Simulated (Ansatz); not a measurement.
HgS (zinc blende)

```
HgS
1.0
    0.00000     2.99589     2.99589
    2.99589     0.00000     2.99589
    2.99589     2.99589     0.00000
S Hg
1 1
Cartesian
  1.49795   1.49795   1.49795
  0.00000   0.00000   0.00000
```

The slice is a {111} plane (indices of the conventional cell) through the point (0.000, 0.000, 0.000) (fractional), spanned by u = [100] and v = [-1 2 0] in vectors of this cell: u (4.24 Å) and v (7.34 Å, at 90° to u). It covers one period; positions are fractions (u, v).

These are PBE (plane waves to 420 eV, PAW, scalar-relativistic; Ansatz, a program for electronic structure) values and carry that method's errors. k mesh 10×10×10. Inside the PAW spheres the values are not all-electron values, and peaks at nuclei hang on which shells count as valence. At this level the bands of HgS touch or barely overlap. HgS was relaxed with its symmetry unable to fall. Spin-orbit coupling is left out, though Hg is heavy.

Predict the map of the electrostatic potential energy of an electron, from the cell's mean on the slice.


```
|xxxxxxxx005588999999885500xxxxxx|
|xxxxxxxx116688999999886611xxxxxx|
|xxxxxx0044779999999999774400xxxx|
|00001144778899999999998877441100|
|33445577889999999999999988775544|
|55557788999999999999999999887755|
|22335577889999999999999988775533|
|xxxx22668888888888888888886622xx|
|xxxx00557777665544556677775500xx|
|xxxx11556644110000001144665511xx|
|xx0033554400xxxxxxxxxx0044553300|
|4444555511xxxxxxxxxxxxxx11555544|
|7777774400xxxxxxxxxxxxxx00447777|
|8888774400xxxxxxxxxxxxxx00447788|
|9999885500xxxxxxxxxxxxxx00558899|
|9999886611xxxxxxxxxxxxxx11668899|
|999999774400xxxxxxxxxx0044779999|
|99999988774411000000114477889999|
|99999999887755443344557788999999|
|99999999998877555555778899999999|
|99999999887755332233557788999999|
|88888888886622xxxxxx226688888888|
|44556677775500xxxxxx005577776655|
|00001144665511xxxxxx115566441100|
|xxxxxx0044553300xx0033554400xxxx|
|xxxxxxxx115555444444555511xxxxxx|
|xxxxxxxx004477777777774400xxxxxx|
|xxxxxxxx004477888888774400xxxxxx|
```
Scale: ten equal steps from -2.00 (start of '0') to 6.70 (end of '9'), in the order '0123456789'. Values: electrostatic potential energy of an electron, from the cell's mean, in eV. The map has 16 points along u (two characters each, u = 0 at the left) and 28 along v (v = 0 in the bottom row). Points within 1 Å of a nucleus are blanked (x), as the pseudised field means little there. Values under -2 eV are set to -2. The zero, the cell's mean, hangs on the PAW cores.
